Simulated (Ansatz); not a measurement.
What DFT gives for MnSn2

```
CELL_PARAMETERS angstrom
6.14242 1.16755 1.43818
-0.00681 5.83125 0.74595
-0.72087 -0.33516 6.75300
ATOMIC_POSITIONS crystal
Mn 0.18747 0.74574 0.25695
Mn 0.89545 0.48392 0.42066
Mn 0.91532 0.15166 0.14761
Mn 0.30638 0.90582 0.87985
Sn 0.69562 0.04264 0.85268
Sn 0.29396 0.34763 0.00807
Sn 0.69283 0.93752 0.46332
Sn 0.88220 0.61688 0.02121
Sn 0.06589 0.04866 0.56662
Sn 0.20217 0.57612 0.64721
Sn 0.61245 0.51817 0.76193
Sn 0.51925 0.37906 0.32562
```

Level: r2SCAN, no spin polarisation; 500 eV; 3×3×3 (shifted by 0.5, 0, 0.5 steps) mesh; fermi-dirac occupations (width 0.1 eV); Ansatz 0.2.0, fixed geometry.

(1) What is the formation energy?

(2) Give the Bader charges.

(3) Describe some of the short contacts.

(4) Where is the largest force?

(5) Is the cell too large or too small?

(6) Metal or insulator?

Origin: a disordered cell, so it need not be a known compound. Caveats: no spin polarisation, so a magnetic state may lie lower; the k mesh is coarse if the cell is a metal; atoms or cell far from equilibrium.

Results:

(1) 1.03 eV an atom against the elements' usual phases (free molecules for gases, crystals otherwise, with no correction for O₂ or N₂), so at this geometry it isn't bound against them. Relaxing would lower it.

(2) Bader charges in e: Mn +0.02 to +0.10, Sn -0.10 to +0.02. In the mean Mn gives up most and Sn takes most.

(3) Mn–Sn at 2.72 Å: least valence density 0.32 e/Å³ and ELF 0.45 there. Sn–Sn at 2.74 Å: least valence density 0.37 e/Å³ and ELF 0.53 there. Mn–Mn at 2.74 Å: least valence density 0.27 e/Å³ and ELF 0.47 there. Both are smooth PAW fields, read partly inside the augmentation spheres.

(4) The largest is on Sn6: 2.99 eV/Å, components (-1.53, -2.37, 0.98). It makes 128° with the line to a nearest neighbour, Sn10 at 2.77 Å.

(5) The pressure is 2.9 GPa (compression positive), so with the atoms held at these fractions the cell would first expand; the forces are large, so a full relaxation may end otherwise. The principal stresses -1.4, 2.1, 8.0 GPa differ, so its shape would change too.

(6) It is a metal on this mesh, though the bands barely overlap, with about 16 states/eV a cell as the mean within 0.25 eV of the Fermi level, mostly Mn d (82 %).
